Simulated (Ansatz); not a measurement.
**Calculated 17O NMR of the central transition for SiP2O7**

Cell: a Materials Project structure (computed, not necessarily an observed phase), atoms as given.

Space group P6_3/m (No. 176); a = 4.7133, c = 11.9971 Å, γ = 120.00°.

| site | Wyckoff | site symmetry | x | y | z |
| --- | --- | --- | --- | --- | --- |
| Si | 2b | -3.. | 0.0000 | 0.0000 | 0.5000 |
| P | 4f | 3.. | 0.6667 | 0.3333 | 0.3798 |
| O7 | 12i | 1 | 0.2653 | 0.3303 | 0.5861 |
| O11 | 2d | -6.. | 0.6667 | 0.3333 | 0.2500 |

One atom of each set is listed.

Method: Kohn–Sham DFT in Ansatz, PBE, plane waves and PAW (field gradients read without the response of the frozen cores, which leaves them typically 4 to 6 % off), scalar-relativistic, 420 eV cutoff, Γ-centred 6×6×2 k-points, Fermi–Dirac smearing 0.02 eV.

17O has I = 5/2 and Q = -25.58 mb (Pyykkö 2018); at 21.1 T its Larmor frequency is ν₀ = 121.8 MHz. Only the quadrupole interaction is simulated: positions count from each site's isotropic chemical shift, and J coupling is left out, as are shift anisotropy and dipolar coupling, which fast spinning averages.

**Question.** Simulate the second-order pattern (fast magic-angle spinning, Gaussian broadening 0.2 kHz) of site O11 (2 P at 1.56 Å, angle 180°).

**Answer.** The calculation gives C_Q = -10.1 MHz and η = 0.00, so ν_Q = 1.51 MHz and the centre of gravity lies at -41.1 ppm (-5.01 kHz).

(offset (kHz), height): (-13.07, 0), (-12.76, 0), (-12.46, 3), (-12.15, 4), (-11.84, 4), (-11.54, 4), (-11.23, 4), (-10.92, 5), (-10.61, 5), (-10.31, 5), (-10.00, 5), (-9.69, 5), (-9.39, 5), (-9.08, 5), (-8.77, 5), (-8.47, 6), (-8.16, 6), (-7.85, 71), (-7.54, 67), (-7.24, 46), (-6.93, 40), (-6.62, 35), (-6.32, 34), (-6.01, 32), (-5.70, 32), (-5.40, 31), (-5.09, 31), (-4.78, 31), (-4.47, 32), (-4.17, 33), (-3.86, 34), (-3.55, 35), (-3.25, 38), (-2.94, 42), (-2.63, 48), (-2.33, 59), (-2.02, 100), (-1.71, 66), (-1.40, 0), (-1.10, 0)

An axis of threefold or higher order runs through O11, so V_zz lies along it and η is zero.

The calculated pressure of 8 GPa (PBE) comes partly from the unrelaxed atoms: it is 4.1 GPa once they are relaxed in the same cell. The largest force is 0.7 eV/Å, so the atoms aren't at the calculated equilibrium and relaxing them would move these values. A computed database structure should lie near equilibrium, so this entry is doubtful.

Hardware: 1 thread of Intel Xeon Platinum 8488C (Sapphire Rapids) (x86_64; 8 cores open to the job, memory cap 3.0 GiB, no GPU), a shared host with a load of 0.5 a core. Wall time 17 s, CPU time 17 s, peak memory 0.63 GiB.
